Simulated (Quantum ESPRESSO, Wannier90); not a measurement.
Wannierisation of PbI2 (CdI2 type)

```xyz
3
Lattice="4.6127 0.0000 0.0000 -2.3063 3.9947 0.0000 0.0000 0.0000 7.2570" Properties=species:S:1:pos:R:3 pbc="T T T"
Pb     0.0000     0.0000     0.0000
I     -2.3063     1.3316    -1.8799
I      2.3063    -1.3316     1.8799
```

Materials Project entry mp-22893; symmetrised, unrelaxed at this level. COD (Crystallography Open Database) has the formula in 4 space groups, this one among them (matched by group alone). Method: PBEsol plane waves in Quantum ESPRESSO 7.5 (PseudoDojo norm-conserving files, 56 Ry, spinors with spin-orbit coupling), Bloch states on a 6×6×4 mesh through Γ, Wannier90 4.0.1. Density: 12×12×4 mesh, cold smearing 0.01 Ry.

A tight-binding model is made by disentanglement and projection with no localisation steps (num_iter = 0), so the 24 orbitals stay atom-like: hydrogen-like Pb: s;p; I: s;p, axes along x, y, z; frozen window up to 4.58 eV relative to the valence-band maximum. It follows pw.x to 1.1 meV rms for states up to 2.5 eV relative to the valence-band maximum. Matrix elements depend on this choice of orbitals and windows.

Task: What are the on-site energies relative to the valence-band maximum, and how fast do the hoppings decay?

Result: 
| atom | orbitals | energy (eV) |
|---|---|---|
| Pb1 | s↑ s↓ | -6.55 |
| Pb1 | pz↑ pz↓ | 2.09 |
| Pb1 | px↑ px↓ py↑ py↓ | 1.95 |
| I2 | s↑ s↓ | -11.23 |
| I2 | pz↑ pz↓ | -1.07 |
| I2 | px↑ px↓ py↑ py↓ | -1.05 |
| I3 | s↑ s↓ | -11.23 |
| I3 | pz↑ pz↓ | -1.07 |
| I3 | px↑ px↓ py↑ py↓ | -1.05 |

```json
[
 {"distance of the centres (Å)": "3–4", "largest modulus (eV)": "0.95"},
 {"distance of the centres (Å)": "4–5", "largest modulus (eV)": "0.25"},
 {"distance of the centres (Å)": "5–6", "largest modulus (eV)": "0.040"},
 {"distance of the centres (Å)": "6–7", "largest modulus (eV)": "0.10"},
 {"distance of the centres (Å)": "7–8", "largest modulus (eV)": "0.072"},
 {"distance of the centres (Å)": "8–9", "largest modulus (eV)": "0.014"},
 {"distance of the centres (Å)": "9–10", "largest modulus (eV)": "0.019"},
 {"distance of the centres (Å)": "10–11", "largest modulus (eV)": "0.027"}
]
```

Effective spin-orbit constants λ of λ L·S, from the same-site elements px↑–py↑ (λ/2) and dx2-y2↑–dxy↑ (λ), where they are among the larger elements: Pb1 p 1.1 eV, I2 p 0.65 eV, I3 p 0.65 eV.
